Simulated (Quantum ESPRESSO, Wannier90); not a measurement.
# Tight-binding from DFT: Ba2HfS4 (I4/mmm)

```xyz
7
Lattice="0.0000 -4.9472 0.0000 4.9472 0.0000 0.0000 -2.4736 2.4736 7.9265" Properties=species:S:1:pos:R:3 pbc="T T T"
Ba     2.4736    -2.4736    -2.2543
Ba    -2.4736     2.4736     2.2543
Hf     0.0000     0.0000     0.0000
S      0.0000    -2.4736     0.0000
S      2.4736     0.0000     0.0000
S      0.0000     0.0000    -2.5580
S      0.0000     0.0000     2.5580
```

Materials Project entry mp-9321; symmetrised, unrelaxed at this level. Not found in the COD (Crystallography Open Database) copy used; not checked further. Computed values, not measurements, from PBEsol: Quantum ESPRESSO (norm-conserving PseudoDojo potentials, cutoff 47 Ry, spinors with spin-orbit coupling) on a Γ-centred 4×4×4 mesh, then Wannier90. Density: 8×8×8 mesh, cold smearing 0.01 Ry.

Bands 13-16 form an isolated set from -13.46 to -13.21 eV relative to the valence-band maximum (on the path) and are turned into 4 Wannier functions by minimising the spread from the start: SCDM (isolated).

Centres (Cartesian, Å; one of the equivalent choices) and spreads:

| n | x | y | z | spread (Å²) | nearest atom |
|---|---|---|---|---|---|
| 1 | -2.474 | 2.474 | 2.150 | 2.041 | Ba2 |
| 2 | 2.474 | -2.474 | -2.150 | 2.041 | Ba1 |
| 3 | -2.474 | 2.474 | 2.150 | 2.041 | Ba2 |
| 4 | 2.474 | -2.474 | -2.150 | 2.041 | Ba1 |

Ω_I = 8.04 Å², Ω_total = 8.16 Å²; the interpolated bands follow pw.x to 0.7 meV rms on the path. Only this start was tried; a symmetric start can stop on a saddle, and mixtures of these functions could lower the total by at most Ω_total − Ω_I.
